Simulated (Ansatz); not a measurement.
BaNaSbSe₃: Electric field gradients

The cell is a refined structure from the COD whose atoms were relaxed with PBE, the cell held.

```
CELL_PARAMETERS angstrom
6.29100 0.00000 0.00000
0.00000 14.80000 0.00000
-2.15498 0.00000 7.77903
ATOMIC_POSITIONS crystal
Na 0.74793 0.28552 0.07449
Na 0.25207 0.78552 0.42551
Na 0.25207 0.71448 0.92551
Na 0.74793 0.21448 0.57449
Ba 0.17449 0.42030 0.77988
Ba 0.82551 0.92030 0.72012
Ba 0.82551 0.57970 0.22012
Ba 0.17449 0.07970 0.27988
Sb 0.37723 0.40098 0.33865
Sb 0.62277 0.90098 0.16135
Sb 0.62277 0.59902 0.66135
Sb 0.37723 0.09902 0.83865
Se 0.26013 0.27815 0.10381
Se 0.73987 0.77815 0.39619
Se 0.73987 0.72185 0.89619
Se 0.26013 0.22185 0.60381
Se 0.19580 0.61903 0.60534
Se 0.80420 0.11903 0.89466
Se 0.80420 0.38097 0.39466
Se 0.19580 0.88097 0.10534
Se 0.30159 0.54462 0.14342
Se 0.69841 0.04462 0.35658
Se 0.69841 0.45538 0.85658
Se 0.30159 0.95538 0.64342
```

Atom numbers follow the list; atoms alike are taken as one site, whose name carries the number of the first.

Level of theory: DFT, r2SCAN, plane waves and PAW, scalar-relativistic, 500 eV cutoff, Γ-centred 5×2×4 k-points, Fermi–Dirac smearing 0.02 eV (Ansatz 0.2.0).

C_Q = eQV_zz/h, which is 24.18 MHz for Q = 1 b and V_zz = 10²¹ V/m²; η = (V_xx − V_yy)/V_zz. Directions are in the Cartesian axes of the cell vectors above, for the atom listed; none is given where the gradient is under 0.02 or η is above 0.95.

```csv
site,first atom,first shell,V_zz (10²¹ V/m²),η,"direction of V_zz (x, y, z)"
Na,1,5 Se at 2.88–3.17 Å,-1.06,0.79,-0.33 0.68 0.66
Ba,5,7 Se at 3.23–3.40 Å,-2.54,0.28,0.91 -0.22 0.34
Sb,9,3 Se at 2.59–2.62 Å,-21.4,0.22,-0.57 0.16 0.80
Se13,13,"1 Sb at 2.59 Å, 2 Na at 3.14–3.17 Å; also 2 Ba at 3.29–3.37 Å, 1 Sb at 3.60 Å",34.8,0.14,0.07 0.72 0.69
Se17,17,"1 Sb at 2.62 Å, 2 Na at 2.88–2.93 Å; also 2 Ba at 3.28–3.40 Å, 1 Sb at 3.76 Å",34.4,0.13,0.97 -0.16 0.16
Se21,21,"1 Sb at 2.61 Å, 1 Na at 3.04 Å, 2 Ba at 3.23–3.26 Å; also 1 Ba at 3.37 Å, 1 Sb at 4.21 Å",33.8,0.08,-0.06 0.82 -0.56
```

At Se13, Se17 and Se21 V_zz points along its shortest bond, to Sb (within 3°) in each case. At Sb V_zz stands upright on the plane through its three neighbours (within 12°).

The largest force is 0.3 eV/Å, so the atoms aren't at the calculated equilibrium and relaxing them would move these values. Without spin–orbit coupling (the program notes it for Ba and Sb) the gradients are little affected as a rule: paired runs on crystals with a gap mostly move them by under 2 % at such atoms. With these PAW files V_zz is typically within 2 to 3 % of all-electron values, but misses above 10 % occur on Sb.

Hardware: 4 threads of Intel Xeon Platinum 8488C (Sapphire Rapids) (x86_64; 48 cores open to the job, memory cap 8.0 GiB, no GPU), a shared host with a load of 0.3 a core. Wall time 1.7 min, CPU time 6.8 min, peak memory 6.5 GiB.
